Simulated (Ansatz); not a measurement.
Ge:
```cif
data_Ge4
_chemical_formula_sum 'Ge4'
_space_group_name_H-M_alt 'P 1'
_space_group_IT_number 1
_cell_length_a 3.99765
_cell_length_b 3.99765
_cell_length_c 6.59411
_cell_angle_alpha 90.000
_cell_angle_beta 90.000
_cell_angle_gamma 120.000
loop_
_space_group_symop_operation_xyz
  'x, y, z'
loop_
_atom_site_label
_atom_site_type_symbol
_atom_site_fract_x
_atom_site_fract_y
_atom_site_fract_z
_atom_site_occupancy
Ge1 Ge 0.66667 0.33333 0.06285 1
Ge2 Ge 0.33333 0.66667 0.93715 1
Ge3 Ge 0.33333 0.66667 0.56285 1
Ge4 Ge 0.66667 0.33333 0.43715 1
```

Relaxed with PBEsol.

Question: Which orbitals make up the states near the Fermi level in the program Ansatz at the PBEsol level (PAW)?

Answer: Within 0.5 eV of the Fermi level: Ge 4p 69 %, Ge 4s 27 %. Projections are on Löwdin-orthogonalised atomic valence shells; empty p or d shells of many metals are not among them.

Question: Tabulate the density of states.

Answer: States/eV per cell of 4 atoms, in 0.25 eV bins, energy from the Fermi level.

| E (eV) | total | Ge 4p | Ge 4s |
|---|---|---|---|
| -7.85 | 1.21 | 0.54 | 0.67 |
| -7.60 | 1.43 | 0.68 | 0.74 |
| -7.35 | 1.22 | 0.57 | 0.65 |
| -7.10 | 1.18 | 0.55 | 0.63 |
| -6.85 | 1.15 | 0.53 | 0.61 |
| -6.60 | 0.90 | 0.42 | 0.48 |
| -6.35 | 0.74 | 0.34 | 0.39 |
| -6.10 | 0.64 | 0.30 | 0.34 |
| -5.85 | 0.55 | 0.26 | 0.29 |
| -5.60 | 0.48 | 0.23 | 0.25 |
| -5.35 | 0.42 | 0.20 | 0.22 |
| -5.10 | 0.40 | 0.21 | 0.19 |
| -4.85 | 0.73 | 0.56 | 0.17 |
| -4.60 | 1.88 | 1.68 | 0.18 |
| -4.35 | 1.50 | 1.32 | 0.17 |
| -4.10 | 1.57 | 1.39 | 0.17 |
| -3.85 | 1.82 | 1.65 | 0.16 |
| -3.60 | 2.03 | 1.87 | 0.15 |
| -3.35 | 1.98 | 1.83 | 0.14 |
| -3.10 | 2.55 | 2.40 | 0.14 |
| -2.85 | 2.82 | 2.67 | 0.14 |
| -2.60 | 2.70 | 2.56 | 0.12 |
| -2.35 | 3.14 | 3.01 | 0.11 |
| -2.10 | 3.42 | 3.31 | 0.09 |
| -1.85 | 2.34 | 2.26 | 0.06 |
| -1.60 | 1.89 | 1.84 | 0.04 |
| -1.35 | 1.27 | 1.23 | 0.03 |
| -1.10 | 0.90 | 0.87 | 0.02 |
| -0.85 | 0.64 | 0.63 | 0.01 |
| -0.60 | 0.43 | 0.42 | 0.00 |
| -0.35 | 0.27 | 0.26 | 0.00 |
| -0.10 | 0.09 | 0.09 | 0.00 |
| 0.15 | 0.09 | 0.05 | 0.04 |
| 0.40 | 0.69 | 0.37 | 0.28 |
| 0.65 | 1.30 | 0.75 | 0.47 |
| 0.90 | 1.76 | 1.04 | 0.62 |
| 1.15 | 2.30 | 1.36 | 0.80 |
| 1.40 | 2.15 | 1.30 | 0.72 |
| 1.65 | 2.35 | 1.45 | 0.73 |
| 1.90 | 2.38 | 1.54 | 0.64 |
| 2.15 | 1.49 | 0.98 | 0.37 |
| 2.40 | 1.91 | 1.34 | 0.36 |
| 2.65 | 2.15 | 1.58 | 0.32 |
| 2.90 | 3.30 | 2.45 | 0.43 |
| 3.15 | 3.02 | 2.26 | 0.36 |
| 3.40 | 2.50 | 1.90 | 0.27 |
| 3.65 | 2.88 | 2.20 | 0.27 |
| 3.90 | 2.47 | 1.83 | 0.25 |
| 4.15 | 2.37 | 1.72 | 0.25 |
| 4.40 | 2.71 | 1.97 | 0.27 |
| 4.65 | 2.66 | 1.90 | 0.27 |

Space group P6_3/mmc. The workflow started from a Materials Project entry (that database holds measured and hypothetical structures alike); the Crystallography Open Database copy checked does not list it. It is not the phase usual at ambient conditions (space group No. 227). Symmetry was held in the PBEsol relaxation; its stability against distortions is not shown here. Spin–orbit coupling is left out wherever it is not named.

Potentials: the later of the program's two PAW sets.
